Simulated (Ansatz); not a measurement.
Values for one crystal, relaxed and computed with plane-wave PAW r²SCAN (Ansatz code); other levels are named.

| Property | Result |
|---|---|
| Volume per atom | 19.77 Å³ |
| Electronic character | metallic (no gap) |
| Density of states at the Fermi level | 0.23 states/eV per atom (mean over ±0.08 eV) |
| Formation energy from the elements (no fitted shifts) | -487 meV/atom |

Problem. Which of these materials gives this?
A) LaCrGe3, P6_3/mmc (La on 2d, Cr on 2a, Ge on 6h)
B) YGe2Rh2, I4/mmm (Y on 2a, Ge on 4e, Rh on 4d)
C) LaN, CsCl type
D) Ta5Ge3, I4/mcm (Ta on 16l, Ta on 4c, Ge on 8h, Ge on 4a)

Solution. A, LaCrGe3, P6_3/mmc (La on 2d, Cr on 2a, Ge on 6h)

The workflow started from an entry of the Crystallography Open Database (COD, 295 K). Its standing as an ambient phase is unchecked. The r²SCAN relaxation kept the symmetry of its start; whether a distortion lowers the energy is not shown. Magnetic state: ferromagnetic, chosen from 2 collinear starts compared on coarse meshes (ties went to the first, and starts can fall back to one state), not a proven ground state. The program gave a warning on the electronic state, which may not be the lowest. The references are the lowest solids computed at this level, not always the standard phases. Scalar-relativistic: spin–orbit coupling is off unless named, which matters more the heavier the elements.

Potentials: the later of the program's two PAW sets.
